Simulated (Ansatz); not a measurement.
Data:

Starting cell, CoSn (CoSn type, space group P6/mmm):

```yaml
crystal:
  lattice:
    - [5.24162, 0.00000, 0.00000]
    - [-2.62081, 4.53938, 0.00000]
    - [0.00000, 0.00000, 4.18794]
  atoms:
    - { symbol: Co, position: [0.50000, 0.00000, 0.00000] }
    - { symbol: Co, position: [0.50000, 0.50000, 0.00000] }
    - { symbol: Co, position: [0.00000, 0.50000, 0.00000] }
    - { symbol: Sn, position: [0.00000, 0.00000, 0.00000] }
    - { symbol: Sn, position: [0.33333, 0.66667, 0.50000] }
    - { symbol: Sn, position: [0.66667, 0.33333, 0.50000] }
```

In this cell atom 1 (Co, nearest neighbour Sn at 2.583 Å; its periodic images, 4.2 Å or more away, move with it) is moved by s along Cartesian z, unit vector (0.000, 0.000, 1.000); all other atoms and the cell stay fixed.

All values below come from r2SCAN (plane waves to 500 eV, PAW, scalar-relativistic; Ansatz, a first-principles code). k mesh 8×8×9 (Γ-centred), Fermi-Dirac smearing 0.05 eV. Energies are smeared free energies. With partly filled bands, energies and forces of such displacements shift with the k mesh and the smearing. CoSn is run without spin polarisation. CoSn was relaxed with its symmetry unable to fall. ΔE is measured from the undisplaced structure.

The scan covers s from -0.520 to 0.520 Å in 11 points.

Q: Is the energy the same for equal positive and negative displacements?

A: Even: the same for both signs. With its periodic images moving along, the atom's site symmetry in this cell is mmm.

Q: What is the energy change at s = 0.520 Å?

A: 1384 meV/cell.

Q: What force acts on the atom along the line at s = -0.520 Å?

A: 6.63 eV/Å.

Q: What is the force constant k = d²E/ds² of this move at s = 0?

A: 7.35 eV/Å².

(A displaced cell: forces are minus the slopes of the energy, force constants its curvatures, and phonons follow from these.)
